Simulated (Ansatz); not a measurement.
The cell is SiC5N8 on the sites of β-Si3N4 (relaxed group Pm); cell and atoms were relaxed with r2SCAN. Space group Pm (No. 6), monoclinic; a = 6.555 Å, b = 2.493 Å, c = 6.647 Å, β = 118.8° in the conventional setting, 6.80 Å³ an atom. Around C lie 4 N at 1.46–1.47 Å; around Si lie 4 N at 1.62–1.67 Å; around C lie 4 N at 1.47–1.56 Å; around C lie 4 N at 1.39–1.49 Å; around C lie 4 N at 1.50–1.51 Å; around C lie 4 N at 1.44–1.51 Å; around N lie 3 C at 1.44–1.51 Å; around N lie 2 C at 1.47–1.49 Å and 1 Si at 1.67 Å (further sites aren't listed).

4 runs of Ansatz 0.2.0 on this cell differ in the functional (and in the settings that go with it). Levels are in eV from each run's valence top; v1 is the last filled band, c1 the first empty one.

Run A, mean stress +5.8 GPa (compression positive):

| point | v5 | v3 | v1 | c1 | c2 | c3 |
| --- | --- | --- | --- | --- | --- | --- |
| Γ | -1.77 | -0.78 | 0.00 | 3.01 | 3.28 | 3.78 |
| Z | -2.69 | -2.36 | -1.97 | 2.82 | 3.49 | 3.50 |
| D | -2.94 | -2.20 | -1.63 | 2.86 | 3.44 | 4.16 |

Run B, mean stress -5.2 GPa (compression positive):

| point | v5 | v3 | v1 | c1 | c2 | c3 |
| --- | --- | --- | --- | --- | --- | --- |
| Γ | -1.83 | -0.87 | 0.00 | 4.59 | 4.92 | 5.45 |
| Z | -2.84 | -2.59 | -2.18 | 4.28 | 5.05 | 5.12 |
| D | -3.18 | -2.42 | -1.82 | 4.32 | 5.08 | 5.84 |

Run C, mean stress -5.3 GPa (compression positive):

| point | v5 | v3 | v1 | c1 | c2 | c3 |
| --- | --- | --- | --- | --- | --- | --- |
| Γ | -1.83 | -0.87 | 0.00 | 5.37 | 5.70 | 6.23 |
| Z | -2.85 | -2.60 | -2.19 | 5.06 | 5.83 | 5.90 |
| D | -3.19 | -2.43 | -1.82 | 5.09 | 5.86 | 6.63 |

Run D, mean stress 0.0 GPa (compression positive):

| point | v5 | v3 | v1 | c1 | c2 | c3 |
| --- | --- | --- | --- | --- | --- | --- |
| Γ | -1.77 | -0.82 | 0.00 | 3.45 | 3.72 | 4.26 |
| Z | -2.77 | -2.44 | -2.05 | 3.32 | 3.96 | 3.98 |
| D | -3.04 | -2.29 | -1.70 | 3.36 | 3.87 | 4.67 |

Q: Match the runs to PBE, r2SCAN, HSE06, PBE0.

A: A is PBE, B is HSE06, C is PBE0, D is r2SCAN. In order of the gap: PBE 2.81, r2SCAN 3.31, HSE06 4.28, PBE0 5.06 eV. The stress vanishes for r2SCAN, which relaxed the cell.

(Calculated; spin-unpolarised; the phase may be known or hypothetical.)

The stress of a hybrid is loosely converged in these runs.

The meshes of the hybrids are coarse, so their gaps aren't converged to the digits shown.
